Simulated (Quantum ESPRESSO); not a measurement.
## NbHf3NO7 (one run as intended and one with a planted mistake)

A calculation, not a measurement. The program is pw.x of Quantum ESPRESSO 7.5 (plane-wave density functional theory). The cell is made up: 12 atoms on a rutile lattice, with randomly drawn elements, strain and displacements, not relaxed. PseudoDojo standard norm-conserving files (v0.5 for PBE, v0.4.1 for LDA and PBEsol) set the functional; there is no spin polarisation, spin-orbit coupling or dispersion term, and the masses in the input are unused placeholders.

The hafnium pseudopotential is less sure than the others, with forces about 3 percent (worst 6) and pressure in oxides about 1.5 GPa (worst 2.7) from a second method in checks, which no rerun with the same files tests.

Intended input:

```
&control calculation='scf', pseudo_dir='./dojo.nc.sr.pbe.v0_5.standard.upf', outdir='./o', disk_io='low', tprnfor=.true., tstress=.true. /
&system ibrav=0, nat=12, ntyp=4, nbnd=54, ecutwfc=84.00895049, nosym=.true., tot_charge=0,
 occupations='smearing', smearing='fd', degauss=0.0018374661
/
&electrons conv_thr=7.350e-09, electron_maxstep=60, /
ATOMIC_SPECIES
Hf 1.0 Hf.upf
N 1.0 N.upf
Nb 1.0 Nb.upf
O 1.0 O.upf
CELL_PARAMETERS angstrom
4.8651 0.0 0.0
0.0 4.8651 0.0
0.0 0.0 6.4336
ATOMIC_POSITIONS angstrom
Nb -0.041 0.0581 0.0027
Hf 2.4179 2.4169 1.5922
Hf 0.0074 -0.0019 3.212
Hf 2.3898 2.4298 4.824
N 1.5348 1.4983 0.0101
O 3.4342 3.3385 -0.0465
O 3.9077 0.9555 1.5826
O 0.9716 3.9111 1.6478
O 1.5002 1.4868 3.2064
O 3.3507 3.3773 3.2453
O 3.9489 0.9462 4.7731
O 0.8722 3.9041 4.8514
K_POINTS automatic
5 5 4 1 1 1
```

The log is shortened where brackets say so; the opening notice, blank lines, dates and the lines on written files are dropped, and the path of the files is cut. It prints rydbergs, bohrs and kilobars, and counts compression as positive stress. Where no state is partly filled, the Fermi energy that it prints is only some level between the filled and the empty states on the mesh, and need not lie in the true gap.

Log of the intended run:

```
     Program PWSCF v.7.5
     Parallel version (MPI & OpenMP), running on       4 processor cores
     Number of MPI processes:                 4
     Threads/MPI process:                     1
     [start-up lines left out]
     bravais-lattice index     =            0
     lattice parameter (alat)  =       9.1937  a.u.
     unit-cell volume          =    1027.6239 (a.u.)^3
     number of atoms/cell      =           12
     number of atomic types    =            4
     number of electrons       =        96.00
     number of Kohn-Sham states=           54
     kinetic-energy cutoff     =      84.0090  Ry
     charge density cutoff     =     336.0358  Ry
     scf convergence threshold =      7.3E-09
     mixing beta               =       0.7000
     number of iterations used =            8  plain     mixing
     Exchange-correlation= PBE
                           (   1   4   3   4   0   0   0)
     [axes and pseudopotential details left out]
   Cartesian axes
     site n.     atom                  positions (alat units)
         1        Nb     tau(   1) = (  -0.0084274   0.0119422   0.0005550  )
         2        Hf     tau(   2) = (   0.4969888   0.4967832   0.3272697  )
         3        Hf     tau(   3) = (   0.0015210  -0.0003905   0.6602125  )
         4        Hf     tau(   4) = (   0.4912129   0.4994347   0.9915521  )
         5        N      tau(   5) = (   0.3154714   0.3079690   0.0020760  )
         6        O      tau(   6) = (   0.7058848   0.6862141  -0.0095579  )
         7        O      tau(   7) = (   0.8032106   0.1963988   0.3252965  )
         8        O      tau(   8) = (   0.1997081   0.8039095   0.3386981  )
         9        O      tau(   9) = (   0.3083595   0.3056052   0.6590615  )
        10        O      tau(  10) = (   0.6887217   0.6941892   0.6670572  )
        11        O      tau(  11) = (   0.8116791   0.1944873   0.9810898  )
        12        O      tau(  12) = (   0.1792769   0.8024707   0.9971840  )
     number of k points=    50  Fermi-Dirac smearing, width (Ry)=  0.0018
                       cart. coord. in units 2pi/alat
        k(    1) = (   0.1000000   0.1000000   0.0945252), wk =   0.0400000
        k(    2) = (   0.1000000   0.1000000   0.2835757), wk =   0.0400000
     [further k points left out]
     Dense  grid:   106831 G-vectors     FFT dimensions: (  54,  54,  72)
     Estimated max dynamical RAM per process >     325.06 MB
     Estimated total dynamical RAM >       1.19 GB
     Initial potential from superposition of free atoms
     starting charge      95.9921, renormalised to      96.0000
     Starting wfcs are   72 randomized atomic wfcs
     total cpu time spent up to now is        4.6 secs
     per-process dynamical memory:   253.2 Mb
     Self-consistent Calculation
     iteration #  1     ecut=    84.01 Ry     beta= 0.70
     Davidson diagonalization with overlap
     ethr =  1.00E-02,  avg # of iterations =  2.0
     total cpu time spent up to now is       11.6 secs
     total energy              =    -713.69796996 Ry
     estimated scf accuracy    <       5.98613411 Ry
     iteration #  2     ecut=    84.01 Ry     beta= 0.70
     Davidson diagonalization with overlap
     ethr =  6.24E-03,  avg # of iterations =  6.4
     total cpu time spent up to now is       22.6 secs
     total energy              =    -711.18024424 Ry
     estimated scf accuracy    <      30.82905770 Ry
     [iterations 3 to 14 left out]
     iteration # 15     ecut=    84.01 Ry     beta= 0.70
     Davidson diagonalization with overlap
     ethr =  2.63E-10,  avg # of iterations =  3.9
     total cpu time spent up to now is      137.1 secs
     total energy              =    -716.77829574 Ry
     estimated scf accuracy    <       0.00000003 Ry
     iteration # 16     ecut=    84.01 Ry     beta= 0.70
     Davidson diagonalization with overlap
     ethr =  3.49E-11,  avg # of iterations =  4.1
     total cpu time spent up to now is      146.4 secs
     End of self-consistent calculation
     [lines on levels left out]
     the Fermi energy is    10.8696 ev
!    total energy              =    -716.77829575 Ry
     estimated scf accuracy    <          3.5E-09 Ry
     smearing contrib. (-TS)   =      -0.00000000 Ry
     internal energy E=F+TS    =    -716.77829575 Ry
     The total energy is F=E-TS. E is the sum of the following terms:
     one-electron contribution =    -177.82255698 Ry
     hartree contribution      =     137.69482269 Ry
     xc contribution           =    -176.45556440 Ry
     ewald contribution        =    -500.19499705 Ry
     convergence has been achieved in  16 iterations
     Forces acting on atoms (cartesian axes, Ry/au):
     atom    1 type  3   force =     0.07471802    0.05632948   -0.01947986
     atom    2 type  1   force =    -0.00353530    0.01912273   -0.00354748
     atom    3 type  1   force =     0.00038796   -0.02103197    0.00360392
     atom    4 type  1   force =    -0.00054970    0.00307329    0.00813794
     atom    5 type  2   force =    -0.11331392   -0.10767410   -0.00624509
     atom    6 type  4   force =     0.03131584    0.05173812    0.01824579
     atom    7 type  4   force =     0.03484989   -0.04226124   -0.02036642
     atom    8 type  4   force =    -0.03793255    0.02820141   -0.04359297
     atom    9 type  4   force =    -0.01530340   -0.01821467   -0.00042077
     atom   10 type  4   force =     0.02886367    0.02712995   -0.01365249
     atom   11 type  4   force =     0.00275291   -0.01159538    0.05546844
     atom   12 type  4   force =    -0.00225341    0.01518238    0.02184898
     Total force =     0.228744     Total SCF correction =     0.000142
     Computing stress (Cartesian axis) and pressure
          total   stress  (Ry/bohr**3)                   (kbar)     P=      -16.83
  -0.00017501  -0.00022900  -0.00004193          -25.74      -33.69       -6.17
  -0.00022900  -0.00016009   0.00005813          -33.69      -23.55        8.55
  -0.00004193   0.00005813  -0.00000820           -6.17        8.55       -1.21
     init_run     :      4.37s CPU      4.52s WALL (       1 calls)
     electrons    :    141.55s CPU    141.86s WALL (       1 calls)
     forces       :      1.85s CPU      1.87s WALL (       1 calls)
     stress       :      6.40s CPU      6.55s WALL (       1 calls)
     [timing details left out]
     PWSCF        :   2m34.29s CPU   2m34.94s WALL
     JOB DONE.
```

A second run has one planted mistake: the k-point mesh is too coarse. The input lines that differ, file-writing options aside:

```
- 5 5 4 1 1 1
+ 1 1 1 1 1 1
```

Its log:

```
     Program PWSCF v.7.5
     Parallel version (MPI & OpenMP), running on       4 processor cores
     Number of MPI processes:                 4
     Threads/MPI process:                     1
     [start-up lines left out]
     bravais-lattice index     =            0
     lattice parameter (alat)  =       9.1937  a.u.
     unit-cell volume          =    1027.6239 (a.u.)^3
     number of atoms/cell      =           12
     number of atomic types    =            4
     number of electrons       =        96.00
     number of Kohn-Sham states=           54
     kinetic-energy cutoff     =      84.0090  Ry
     charge density cutoff     =     336.0358  Ry
     scf convergence threshold =      7.3E-09
     mixing beta               =       0.7000
     number of iterations used =            8  plain     mixing
     Exchange-correlation= PBE
                           (   1   4   3   4   0   0   0)
     [axes and pseudopotential details left out]
   Cartesian axes
     site n.     atom                  positions (alat units)
         1        Nb     tau(   1) = (  -0.0084274   0.0119422   0.0005550  )
         2        Hf     tau(   2) = (   0.4969888   0.4967832   0.3272697  )
         3        Hf     tau(   3) = (   0.0015210  -0.0003905   0.6602125  )
         4        Hf     tau(   4) = (   0.4912129   0.4994347   0.9915521  )
         5        N      tau(   5) = (   0.3154714   0.3079690   0.0020760  )
         6        O      tau(   6) = (   0.7058848   0.6862141  -0.0095579  )
         7        O      tau(   7) = (   0.8032106   0.1963988   0.3252965  )
         8        O      tau(   8) = (   0.1997081   0.8039095   0.3386981  )
         9        O      tau(   9) = (   0.3083595   0.3056052   0.6590615  )
        10        O      tau(  10) = (   0.6887217   0.6941892   0.6670572  )
        11        O      tau(  11) = (   0.8116791   0.1944873   0.9810898  )
        12        O      tau(  12) = (   0.1792769   0.8024707   0.9971840  )
     number of k points=     1  Fermi-Dirac smearing, width (Ry)=  0.0018
                       cart. coord. in units 2pi/alat
        k(    1) = (  -0.5000000  -0.5000000  -0.3781009), wk =   2.0000000
     Dense  grid:   106831 G-vectors     FFT dimensions: (  54,  54,  72)
     Estimated max dynamical RAM per process >     181.93 MB
     Estimated total dynamical RAM >     649.48 MB
     Initial potential from superposition of free atoms
     starting charge      95.9921, renormalised to      96.0000
     Starting wfcs are   72 randomized atomic wfcs
     total cpu time spent up to now is        1.4 secs
     per-process dynamical memory:   105.7 Mb
     Self-consistent Calculation
     iteration #  1     ecut=    84.01 Ry     beta= 0.70
     Davidson diagonalization with overlap
     ethr =  1.00E-02,  avg # of iterations =  2.0
     total cpu time spent up to now is        2.0 secs
     total energy              =    -713.56849206 Ry
     estimated scf accuracy    <       6.08464483 Ry
     iteration #  2     ecut=    84.01 Ry     beta= 0.70
     Davidson diagonalization with overlap
     ethr =  6.34E-03,  avg # of iterations =  6.0
     total cpu time spent up to now is        2.9 secs
     total energy              =    -711.16639043 Ry
     estimated scf accuracy    <      30.72859479 Ry
     [iterations 3 to 16 left out]
     iteration # 17     ecut=    84.01 Ry     beta= 0.70
     Davidson diagonalization with overlap
     ethr =  5.66E-11,  avg # of iterations =  2.0
     total cpu time spent up to now is       13.2 secs
     total energy              =    -716.71047190 Ry
     estimated scf accuracy    <       0.00000001 Ry
     iteration # 18     ecut=    84.01 Ry     beta= 0.70
     Davidson diagonalization with overlap
     ethr =  1.49E-11,  avg # of iterations =  4.0
     total cpu time spent up to now is       13.8 secs
     End of self-consistent calculation
     [lines on levels left out]
     the Fermi energy is    10.5870 ev
!    total energy              =    -716.71047191 Ry
     estimated scf accuracy    <          8.3E-10 Ry
     smearing contrib. (-TS)   =       0.00000000 Ry
     internal energy E=F+TS    =    -716.71047191 Ry
     The total energy is F=E-TS. E is the sum of the following terms:
     one-electron contribution =    -177.98981867 Ry
     hartree contribution      =     137.99018766 Ry
     xc contribution           =    -176.51584385 Ry
     ewald contribution        =    -500.19499705 Ry
     convergence has been achieved in  18 iterations
     Forces acting on atoms (cartesian axes, Ry/au):
     atom    1 type  3   force =     0.08223883    0.05573212   -0.01815105
     atom    2 type  1   force =    -0.00342796    0.00582506   -0.00944400
     atom    3 type  1   force =     0.00465957   -0.02229863    0.00468109
     atom    4 type  1   force =     0.00227352   -0.00630964    0.01396772
     atom    5 type  2   force =    -0.11931262   -0.10230209   -0.00518860
     atom    6 type  4   force =     0.04439980    0.07160310    0.01277653
     atom    7 type  4   force =     0.03587344   -0.04671098   -0.03003174
     atom    8 type  4   force =    -0.04561018    0.03533997   -0.04094375
     atom    9 type  4   force =    -0.01722422   -0.01833429   -0.00014177
     atom   10 type  4   force =     0.02165277    0.02230272   -0.00997116
     atom   11 type  4   force =     0.00108533   -0.01065842    0.05709842
     atom   12 type  4   force =    -0.00660828    0.01581108    0.02534830
     Total force =     0.241848     Total SCF correction =     0.000079
     Computing stress (Cartesian axis) and pressure
          total   stress  (Ry/bohr**3)                   (kbar)     P=        2.96
   0.00019295  -0.00027928  -0.00004638           28.38      -41.08       -6.82
  -0.00027928   0.00017911   0.00004902          -41.08       26.35        7.21
  -0.00004638   0.00004902  -0.00031166           -6.82        7.21      -45.85
     init_run     :      1.28s CPU      1.33s WALL (       1 calls)
     electrons    :     12.40s CPU     12.46s WALL (       1 calls)
     forces       :      0.28s CPU      0.29s WALL (       1 calls)
     stress       :      0.64s CPU      0.65s WALL (       1 calls)
     [timing details left out]
     PWSCF        :     14.66s CPU     14.83s WALL
     JOB DONE.
```

```
                                            intended run  run with the mistake
                          free energy (eV)     -9752.266             -9751.343
                    smearing term -TS (eV)        0.0000                0.0000
                            pressure (GPa)         -1.68                  0.30
            largest force component (eV/Å)         2.913                 3.068
largest change of a force component (eV/Å)                               0.511
                                iterations            16                    18
```

For scale, a rerun of the intended cell at a cutoff of 1467 eV and k mesh 7 x 7 x 6 moved values by no more than 0.004 eV in energy, 0.04 GPa in stress and 0.003 eV/Å in force.